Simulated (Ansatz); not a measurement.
**InCuO: rattling a relaxed structure**

It was reached by relaxing an invented guess, and it needn't be the stable form of this composition.

Theory: Ansatz 0.2.0, DFT PBE, scalar-relativistic, plane waves, PAW. Plane waves to 420 eV, a k mesh through Γ of 12×12×12 on the computed 3-atom cell and Gaussian smearing (0.10 eV); no spin polarisation.

The cell below (3 atoms, space group P4/mmm (No. 123)) is relaxed within its symmetry.

```
In Cu O
1.0
     3.82590    0.00000    0.00000
     0.00000    3.82590    0.00000
     0.00000    0.00000    3.64669
In Cu O
1 1 1
Direct
  0.50000 0.50000 0.50000
  0.00000 0.00000 0.00000
  0.00000 0.00000 0.50000
```

For the test a repeat of it with 6 atoms (edges 3.83, 3.83, 7.29 Å) was strained at random (σ = 1.5 % a component), the atoms were moved at random (σ = 0.05 Å), and all was relaxed again on a coarse 6×6×4 mesh (in the run’s order of axes) with 0.20 eV smearing, with no symmetry imposed.

No Hubbard U is applied to the 3d shell of Cu.

Task: Is the structure stable against such a distortion?

Result: It doesn't return. The energy falls by 155 meV/atom on that mesh, the volume changes by -1.0 %, and the end has space group Pmma (No. 51) at a loose tolerance. Relaxed again on a 6×10×8 mesh with 0.10 eV smearing, the new structure lies 155 meV/atom below the first (mesh in the axes of the run's cell; the cell below is made exact in the group named). Space group Pmma (No. 51), orthorhombic, a = 6.182 Å, b = 3.614 Å, c = 4.811 Å. In has 2 O at 2.30 Å and 2 In at 3.09 Å; Cu is surrounded by 2 O at 1.85 Å; O is surrounded by 2 Cu at 1.85 Å and 2 In at 2.30 Å.

```yaml
crystal:
  lattice:
    - [6.18249, 0.00000, 0.00000]
    - [0.00000, 3.61421, 0.00000]
    - [0.00000, 0.00000, 4.81119]
  atoms:
    - { symbol: In, position: [0.25000, 0.00000, 0.00681] }
    - { symbol: In, position: [0.75000, 0.00000, 0.99319] }
    - { symbol: Cu, position: [0.00000, 0.50000, 0.50000] }
    - { symbol: Cu, position: [0.50000, 0.50000, 0.50000] }
    - { symbol: O, position: [0.25000, 0.50000, 0.71085] }
    - { symbol: O, position: [0.75000, 0.50000, 0.28915] }
```
